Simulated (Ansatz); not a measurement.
## Ti$_{5}$N$_{2}$O$_{3}$: vibrational free energy, entropy and heat capacity

Theory: DFT PBE, scalar-relativistic, plane waves, PAW in Ansatz 0.2.0. Cutoff 420 eV, 10×10×8 k-points (Γ-centred), Fermi-Dirac smearing of 0.15 eV. No spin polarisation. Phonons by linear response, acoustic sum rule imposed.

The cell, relaxed at this level:
```cif
data_structure
_symmetry_space_group_name_H-M 'P 1'
_symmetry_Int_Tables_number 1
_cell_length_a 5.1422
_cell_length_b 5.1422
_cell_length_c 5.9713
_cell_angle_alpha 107.500
_cell_angle_beta 107.500
_cell_angle_gamma 47.375
_cell_volume 109.73
loop_
_atom_site_label
_atom_site_type_symbol
_atom_site_fract_x
_atom_site_fract_y
_atom_site_fract_z
_atom_site_occupancy
Ti1 Ti 0.65445 0.65445 0.81159 1
Ti2 Ti 0.34555 0.34555 0.18841 1
Ti3 Ti 0.67336 0.67336 0.34448 1
Ti4 Ti 0.32664 0.32664 0.65552 1
Ti5 Ti 0.00000 0.00000 0.00000 1
N1 N 0.82858 0.82858 0.67467 1
N2 N 0.17142 0.17142 0.32533 1
O1 O 0.50000 0.50000 0.50000 1
O2 O 0.82751 0.82751 0.15335 1
O3 O 0.17249 0.17249 0.84665 1
```

The cell was found from a structure generator's guess, not taken from experiment. In a metal, frequencies and elastic constants depend on the k mesh and the smearing, soft modes and shear constants most. The q mesh is coarse, so values between its points are rough.

Force constants from linear response on a 2×2×1 q mesh, interpolated to a fine mesh.

Phonon density of states, in bins of 10 cm⁻¹:
(bin centre (cm⁻¹), share of modes (%)): (5, 0.0), (15, 0.0), (25, 0.0), (35, 0.0), (45, 0.1), (55, 0.1), (65, 0.1), (75, 0.2), (85, 0.2), (95, 0.3), (105, 0.4), (115, 0.6), (125, 0.8), (135, 1.5), (145, 1.6), (155, 1.2), (165, 2.0), (175, 2.1), (185, 2.1), (195, 2.8), (205, 1.5), (215, 3.3), (225, 2.9), (235, 3.3), (245, 3.2), (255, 3.1), (265, 3.2), (275, 1.9), (285, 1.1), (295, 1.2), (305, 2.2), (315, 2.5), (325, 3.0), (335, 1.9), (345, 2.5), (355, 0.6), (365, 0.0), (375, 0.3), (385, 2.8), (395, 2.3), (405, 1.2), (415, 0.0), (425, 0.0), (435, 0.3), (445, 4.6), (455, 3.5), (465, 3.2), (475, 1.2), (485, 2.6), (495, 3.4), (505, 2.2), (515, 2.3), (525, 0.0), (535, 0.0), (545, 1.8), (555, 1.7), (565, 1.3), (575, 3.0), (585, 2.3), (595, 5.2), (605, 1.4)

**Question.** Give the zero-point energy per atom.

**Answer.** 67.1 meV.

**Question.** How large are the vibrational entropy and heat capacity at 300 K?

**Answer.** S = 2.03 k_B and C_V = 2.31 k_B per atom, 77 % of the Dulong–Petit value.

**Question.** Tabulate them against temperature.

**Answer.**
```
T (K)  F_vib (meV/atom)  S (k_B/atom)  C_V (k_B/atom)
  100              66.3          0.33            0.75
  200              59.8          1.20            1.78
  300              45.8          2.03            2.31
  400              25.1          2.74            2.57
  500              -1.1          3.33            2.71
  600             -32.1          3.83            2.80
  700             -67.0          4.27            2.85
  800            -105.5          4.65            2.88
  900            -147.0          4.99            2.91
 1000            -191.4          5.30            2.92
```
